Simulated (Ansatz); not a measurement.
## ScRu₃: distorted cells

Theory: Ansatz 0.2.0, DFT PBE, scalar-relativistic, plane waves, PAW.

Plane waves to 420 eV, a k mesh through Γ of 16×16×16 on the computed 4-atom cell and Gaussian smearing (0.10 eV); no spin polarisation.

Reference cell:

```xyz
4
Lattice="-1.9493 1.9493 4.0223 1.9493 -1.9493 4.0223 1.9493 1.9493 -4.0223" Properties=species:S:1:pos:R:3 pbc="T T T"
Sc    0.0000    0.0000    0.0000
Ru    0.0000    1.9493    2.0111
Ru    1.9493    0.0000    2.0111
Ru    0.0000    0.0000    4.0223
```

Each variant moves atoms of this cell by the vectors given, if any (Å), and then applies a symmetric strain (tensor components, Cartesian axes). The reference cell isn't relaxed at this level. Energies are per atom at zero smearing, counted from the lowest variant. Pressure is positive in compression.

1. strain (xx yy zz yz xz xy, %) 1.91 1.91 0.41 0.00 0.00 0.00
2. strain (xx yy zz yz xz xy, %) -2.58 -2.58 -5.58 0.00 0.00 0.00
3. strain (xx yy zz yz xz xy, %) -0.36 -0.36 5.64 0.00 0.00 0.00

```
variant  ΔE (meV/atom) P (GPa) space group
      1            0.0    -9.26       I4/mmm
      2           83.1    25.64       I4/mmm
      3            7.5    -9.79       I4/mmm
```

Spin polarisation was left out, and a magnetic state may lie lower.